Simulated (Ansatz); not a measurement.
**Straining WS2**

These are results of DFT PBEsol+D3(BJ), scalar-relativistic, plane waves, PAW in Ansatz, not measurements. Settings: 420 eV cutoff, 12×12×4 k-mesh, Gaussian smearing of 0.02 eV, no spin polarisation.

The relaxed crystal:

```yaml
crystal:
  lattice:
    - [3.11459, 0.00000, 0.00000]
    - [-1.55730, 2.69732, 0.00000]
    - [0.00000, 0.00000, 11.77707]
  atoms:
    - { symbol: W, position: [0.33333, 0.66667, 0.74986] }
    - { symbol: W, position: [0.66667, 0.33333, 0.25014] }
    - { symbol: S, position: [0.33333, 0.66667, 0.11664] }
    - { symbol: S, position: [0.66667, 0.33333, 0.61636] }
    - { symbol: S, position: [0.33333, 0.66667, 0.38364] }
    - { symbol: S, position: [0.66667, 0.33333, 0.88336] }
```

Deformation: all cell vectors scaled alike, the atoms relaxed, all within the symmetry that the strain leaves. Energies are extrapolated to zero smearing. Gaps are Kohn–Sham gaps over the whole zone.

Spin-orbit coupling is left out, which matters for the bands and energies of heavy elements.

| strain (%) | ΔE (meV/atom) | a (Å) | b (Å) | c (Å) | gap (eV) |
| --- | --- | --- | --- | --- | --- |
| -3.0 | 43.0 | 3.021 | 3.021 | 11.424 | 0.35 |
| -2.0 | 18.4 | 3.052 | 3.052 | 11.542 | 0.46 |
| -1.0 | 4.4 | 3.083 | 3.083 | 11.659 | 0.56 |
| +0.0 | 0.0 | 3.115 | 3.115 | 11.777 | 0.65 |
| +1.0 | 4.1 | 3.146 | 3.146 | 11.895 | 0.72 |
| +2.0 | 16.0 | 3.177 | 3.177 | 12.013 | 0.79 |
| +3.0 | 34.8 | 3.208 | 3.208 | 12.130 | 0.80 |

Q: What stiffness (1/V) d²E/dε² at zero strain does a cubic fit over all points give?

A: A cubic fit gives (1/V) d²E/dε² = 840 GPa at zero strain (nine times the bulk modulus at fixed shape).

Q: How fast does the gap move with strain on either side?

A: 88 meV per percent on the compressed side and 78 meV per percent on the stretched side; it is indirect at -1.0 %, indirect at zero and indirect at +1.0 %.